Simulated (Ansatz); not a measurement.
## EuSe₂, relaxed from a CdCl2-type start to space group Fm-3m (read at 0.02 Å)

The computed numbers are results of PBEsol, scalar-relativistic (collinear spin) in the plane-wave PAW code Ansatz at 420 eV, 8×8×8 k-mesh, Gaussian smearing of 0.05 eV; PAW files: Ansatz's generated set soft_2.

```xyz
3
Lattice="2.4236 1.3993 3.9573 -2.4236 1.3993 3.9573 0.0000 -2.7985 3.9573" Properties=species:S:1:pos:R:3 pbc="T T T"
Eu    0.0000    0.0000    0.0000
Se    0.0000    0.0000    2.9678
Se    0.0000    0.0000    8.9041
```

The start was a prototype's sites filled with these elements, not a measured cell.

Magnetic state: ferromagnetic, site spin moments Eu 6.42; Se -0.10 μB.

Path: Γ–X–U | K–Γ–L–W–X, with Γ = (0.000, 0.000, 0.000), X = (0.500, 0.500, 0.000), U = (0.625, 0.375, 0.000), K = (0.375, 0.000, -0.375), L = (0.500, 0.000, 0.000), W = (0.500, 0.250, -0.250) in reciprocal vectors of the calculation's cell.

Levels between -5 and 3 eV from the Fermi level at the path's named points:
```tsv
point	spin	below E_F (eV)	above E_F (eV)
Γ	up	-3.26 -3.26 -3.26 -0.71 -0.71 -0.71 -0.44 -0.44 -0.43 -0.25	0.73 0.73 0.73 2.80 2.80
Γ	down	-3.22 -3.22 -3.22	0.15 0.15 0.15
X	up	-4.31 -2.68 -2.67 -0.64 -0.49 -0.40 -0.40 -0.34 -0.32 -0.32 -0.22 -0.22	1.54 2.48
X	down	-4.26 -2.58 -2.58 -0.15 -0.15	0.83 2.89
U and K	up	-3.96 -2.84 -2.47 -1.00 -0.72 -0.41 -0.41 -0.40 -0.37 -0.35 -0.31 -0.16	1.18
U and K	down	-3.90 -2.77 -2.38 -0.84 -0.25	0.56
L	up	-2.47 -2.47 -1.99 -1.83 -1.42 -1.42 -0.43 -0.41 -0.41 -0.39 -0.09 -0.09 -0.07	
L	down	-2.43 -2.42 -1.93 -1.70 -1.19 -1.19	
W	up	-3.80 -3.42 -1.65 -1.65 -0.66 -0.41 -0.40 -0.39 -0.38 -0.32 -0.32 -0.09	1.31
W	down	-3.73 -3.35 -1.54 -1.54 -0.01	0.62
```

Task: By these bands, is it a metal or an insulator, and if it has a gap, where are the band edges on this path?

Result: A metal: bands cross the Fermi level.

Without a U the 4f levels of Eu lie too near the Fermi level, so their share of the states there, and what hangs on it, is overstated. These numbers lack spin–orbit coupling. The run wasn't fully tested for a lower electronic state. Site moments are of spin, integrated over atomic spheres. Only parallel moments were tried, so the real magnetic order may be another.
